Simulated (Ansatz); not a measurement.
AlRu in space group Fd-3m (No. 227; Al on 8b, Ru on 8a), PBE in the plane-wave PAW code Ansatz, all energies at zero smearing, with the estimated change up to a 700 eV cutoff added, with one set of potentials and settings (totals compare only within such a set). Cell of 4 atoms (2 Al, 2 Ru): -12833.011 eV.

```
element                reference phase  E (eV/atom)
-------  -----------------------------  -----------
Al          Fm-3m, 1 atoms in the cell    -537.5049
Ru       P6_3/mmc, 2 atoms in the cell   -5878.6876
```

Formation energy per atom, worked out: (-12833.011 − 2×(-537.5049) − 2×(-5878.6876))/4 = -0.156 eV/atom (-15 kJ per mol of atoms), at 0 K, without zero-point energy or fitted corrections.

The cell is a constructed one: a structure type filled with these elements; neither database checked (COD, Materials Project) lists it. COD files the formula under space group No. 221, so this cell is another polymorph or a model. Whether it is the stable phase at ambient conditions was not checked. The PBE relaxation kept the symmetry of its start; its stability against distortions is not shown here. No spin polarisation was allowed. The references are the lowest solids computed at this level, not always the standard phases.

Potentials: the later of the program's two PAW sets.
